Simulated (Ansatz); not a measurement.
# SnI: reading a single point

```
I Sn
1.0
     5.13060    0.00000    0.00000
    -2.56530    4.44323    0.00000
     0.00000    0.00000    6.22774
I Sn
2 2
Direct
  0.00000 0.00000 0.00000
  0.00000 0.00000 0.50000
  0.33333 0.66667 0.25000
  0.66667 0.33333 0.75000
```

Method: PBE, no spin polarisation; PAW, plane waves to 420 eV, 8×8×6 Γ-centred mesh, gaussian occupations (width 0.2734 eV) (Ansatz 0.2.0), atoms fixed.

Charges: Bader charges in e: Sn +0.44, I -0.44. In the mean Sn gives up most and I takes most.
Electronic structure: It is a metal, with about 3.9 states/eV a cell as the mean within 0.25 eV of the Fermi level, mostly Sn p (68 %) and I p (24 %).
Stress: The pressure is 4.4 GPa (compression positive), so with the atoms held at these fractions the cell would first expand. The principal stresses 0.6, 0.6, 12.0 GPa differ, so its shape would change too.
Contacts: I–I at 3.11 Å: least valence density 0.25 e/Å³ and ELF 0.27 there. I–Sn at 3.35 Å: least valence density 0.09 e/Å³ and ELF 0.20 there. Both are smooth PAW fields, read partly inside the augmentation spheres.
Formation energy: 0.54 eV an atom against the elements' usual phases (free molecules for gases, crystals otherwise, with no correction for O₂ or N₂), so at this geometry it isn't bound against them. Relaxing would lower it.

Origin: a known structure type with other elements, at an estimated volume, so it need not be a known compound. Caveats: wide smearing.
